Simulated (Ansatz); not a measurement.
## Slab of fcc Bi (111), 1 layer

The slab is cut from the fcc crystal, which needn't be the stable phase, as relaxed on PAW files (30.12 Å³/atom), with 16 Å of vacuum and a dipole correction:

```yaml
crystal:
  lattice:
    - [3.49256, 0.00000, 0.00000]
    - [-1.74628, 3.02465, 0.00000]
    - [0.00000, 0.00000, 16.00000]
  atoms:
    - { symbol: Bi, position: [0.00000, 0.00000, 0.50000] }
```

All numbers are PBEsol results (scalar-relativistic) from Ansatz 0.2.0, with a Γ-centred 11×11×1 k mesh, Fermi–Dirac smearing of 0.1 eV, no spin polarisation. Methods: LAPW: all electrons, basis error target 1 meV/atom; PAW: frozen-core files, cutoff 420 eV.

The bulk energy comes from a cell in the slab's orientation on a 11×11×4 mesh. The surface energy is (E(slab) − N·E(bulk))/2A at zero smearing, the mean of both faces; thin slabs carry quantum-size effects.

Spin–orbit coupling is left out, which matters for the heavy atoms. The PAW files were made under PBE. The cell is 1×1, so reconstructions are forbidden, and in slabs of four or five layers the relaxations can be far larger than at a real surface.

Task: As cut, the LAPW slab lies 0.721 eV above 1 atom of bulk. What surface energy is that?

Result: Over two faces of 10.56 Å² it is 34.1 meV/Å², and times 16.02 J/m² per eV/Å² that gives γ = 0.547 J/m².

| method | γ as cut (J/m²) | Φ as cut (eV) |
| --- | --- | --- |
| LAPW | 0.547 | ? |

Task: Give the missing entry: row "LAPW", column "Φ as cut (eV)".

Result: 4.60.

Task: What changes if relativity is switched off, at the same positions?

Result: LAPW then gives: no gap, work function 4.73 eV.

Task: What changes if the vacuum is set to 11 Å?

Result: LAPW then gives: no gap, work function 4.60 eV; PAW: no gap, work function 4.60 eV. The program warns that the vacuum is too thin.
